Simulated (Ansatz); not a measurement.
Starting cell, As (A7 type, space group R-3m):

```xyz
2
Lattice="1.8729 1.0813 3.2512 -1.8729 1.0813 3.2512 0.0000 -2.1626 3.2512" Properties=species:S:1:pos:R:3 pbc="T T T"
As     0.0000     0.0000     2.2703
As     0.0000     0.0000     7.4835
```

Two-dimensional scan of atom 2 (As, nearest neighbour As at 2.518 Å; its periodic images, 3.7 Å or more away, move with it): u runs along (0.707, 0.707, 0.000), v along (0.000, 0.000, 1.000) (Cartesian). Cell and other atoms are fixed.

Computed with PBEsol-D3(BJ) (plane waves to 420 eV, PAW, scalar-relativistic; Ansatz, an electronic-structure program). k mesh 12×12×12 (Γ-centred), Fermi-Dirac smearing 0.05 eV. Points where atoms come too close for the PAW data are left out (x in tables, blank in figures). With partly filled bands, energies and forces of such displacements shift with the k mesh and the smearing. Fu and Fv are the components of the force on the atom. As was relaxed with its symmetry unable to fall. The PAW data are Ansatz's earlier set. The last digit holds for this mesh only.

Changes of Fv (eV/Å) from the point u = 0.000 Å, v = 0.000 Å when one coordinate moves alone (two changes are said to add if the coupling is within 5 % of the smaller one, nearly so within 20 %):

| point | change |
|---|---|
| u = 0.000 Å, v = -0.630 Å | -0.313 |
| u = 0.000 Å, v = -0.420 Å | -0.504 |
| u = 0.000 Å, v = -0.210 Å | 0.646 |
| u = -0.630 Å, v = 0.000 Å | -4.070 |
| u = -0.420 Å, v = 0.000 Å | -1.838 |
| u = -0.210 Å, v = 0.000 Å | -0.493 |
| u = 0.210 Å, v = 0.000 Å | -0.453 |
| u = 0.420 Å, v = 0.000 Å | -1.338 |
| u = 0.630 Å, v = 0.000 Å | -2.078 |
| u = 0.000 Å, v = 0.210 Å | -1.806 |
| u = 0.000 Å, v = 0.420 Å | -3.358 |
| u = 0.000 Å, v = 0.630 Å | -3.786 |

**Question.** Do the two effects add at u = -0.420 Å, v = -0.420 Å? Give the computed change.

**Answer.** The sum of the single changes is -1.838 + (-0.504) = -2.342; the calculation gives 0.035, so the coupling contributes 2.377 (over 20 % of the smaller single change, not additive).

**Question.** Do the two effects add at u = 0.210 Å, v = 0.630 Å? Give the computed change.

**Answer.** The sum of the single changes is -0.453 + (-3.786) = -4.239; the calculation gives -4.121, so the coupling contributes 0.118 (over 20 % of the smaller single change, not additive).

(A displaced cell: forces are minus the slopes of the energy, force constants its curvatures, and phonons follow from these.)
